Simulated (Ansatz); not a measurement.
Given:

RbH (rock salt, Fm-3m), a = 5.7864 Å, b = 5.7864 Å, c = 5.7864 Å, α = 90.00°, β = 90.00°, γ = 90.00°; the cell used has 2 atoms.

This is the LDA-relaxed structure.

Task: All from LDA in the plane-wave PAW code Ansatz, unless another level is named. Predict the hole effective mass.

Result: 0.35, 1.4, 1.4 mₑ (principal values).

Task: Next, the electron effective mass?

Result: 0.29, 0.57, 0.57 mₑ (principal values).

Task: What about the band gap?

Result: 2.43 eV (direct).

Task: Give the weight of the conduction-edge state by species (Voronoi cells).

Result: Rb 52 %, H 48 %.

Task: And the weight of the valence-edge state by species (Voronoi cells)?

Result: H 87 %, Rb 13 %.

Task: Next, the valence-band maximum?

Result: at L.

The workflow started from a Materials Project entry (that database holds measured and hypothetical structures alike); the Crystallography Open Database files this formula in space group No. 225, but the cells were not matched. Whether it is the stable phase at ambient conditions was not checked. The cell was relaxed with LDA under the symmetry of its start; phonons on a q-mesh show no instability. Spin–orbit coupling is left out wherever it is not named.

Potentials: the later of the program's two PAW sets.
